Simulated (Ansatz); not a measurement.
Start of a relaxation of SiB₂:

```cif
data_structure
_symmetry_space_group_name_H-M 'R3m:H'
_symmetry_Int_Tables_number 160
_cell_length_a 6.3500
_cell_length_b 6.3500
_cell_length_c 12.6000
_cell_angle_alpha 90.000
_cell_angle_beta 90.000
_cell_angle_gamma 120.000
_cell_volume 440.00
loop_
_atom_site_label
_atom_site_type_symbol
_atom_site_symmetry_multiplicity
_atom_site_Wyckoff_symbol
_atom_site_fract_x
_atom_site_fract_y
_atom_site_fract_z
_atom_site_occupancy
Si1 Si 3 a 0.33333 0.66667 0.31667 1
Si2 Si 3 a 0.33333 0.66667 0.01667 1
Si3 Si 9 b 0.55987 0.44013 0.22003 1
B1 B 9 b 0.49607 0.50393 0.35953 1
B2 B 9 b 0.17060 0.82940 0.97380 1
B3 B 3 a 0.33333 0.66667 0.16667 1
B4 B 9 b 0.10680 0.21360 0.11330 1
```

The calculation used Ansatz, DFT PBE, scalar-relativistic, plane waves, PAW. Cutoff 420 eV, Gaussian smearing, Γ-centred meshes. Cell and atoms relax first on a coarse mesh, the cell is then made exact in the group found at 0.06 to 0.08 Å, and last on a converged mesh; the steps can't lower the symmetry of their start. No spin polarisation.

A guess keeps its type if space group and coordination stay and the shape of the cell changes little (axis ratios within about 15 %, angles within 6°); the volume may change.

Problem. Will the relaxed cell still be of the starting type?

Solution. It doesn't keep its type. The symmetry stays R3m (No. 160). The volume per atom grows by 9.4 %, from 9.8 to 10.7 Å³. The shortest distance goes from 1.87 Å (Si–B) to 1.67 Å (B–B). The ratio c/a of the conventional cell changes by a factor of 1.07. Counting neighbours within 15 % of an atom's shortest distance, the start has B 2/5/6, Si 4/5 and the end B 4/5, Si 3/4. In detail, at the end around Si on a site of symmetry 3m lie 3 B at 2.07 Å; Si on a second site of symmetry 3m has 4 B at 1.98–2.07 Å; B on a site of symmetry m is surrounded by 2 B at 1.71 Å, 2 B at 1.85 Å and 2 Si at 2.05–2.07 Å; 4 more sites not described.

```xyz
15
Lattice="3.1934 1.8437 4.5404 -3.1934 1.8437 4.5404 0.0000 -3.6874 4.5404" Properties=species:S:1:pos:R:3 pbc="T T T"
Si    0.0000    0.0000    9.9772
Si    0.0000    0.0000    4.6503
Si    1.7159   -0.9907    7.4172
Si    0.0000    1.9814    7.4172
Si   -1.7159   -0.9907    7.4172
B     1.7342   -1.0013    9.4647
B    -1.7342   -1.0013    9.4647
B     0.0000    2.0025    9.4647
B    -1.6748    0.9670    4.2419
B     0.0000   -1.9339    4.2419
B     1.6748    0.9670    4.2419
B     0.0000    0.0000    6.7215
B     0.0000   -2.7205    5.8132
B     2.3560    1.3602    5.8132
B    -2.3560    1.3602    5.8132
```

The last run used a 6×6×6 mesh for its 15-atom cell and Gaussian smearing of 0.10 eV. A later test with randomly moved atoms led to a structure 43 meV/atom lower, so this end is a saddle point or a shallow minimum. Another cell of the same search, in Cm, lies 43 meV/atom lower, so this cell isn't the stable form at this level.

In counts of neighbours, a slash parts the counts of unlike sites.
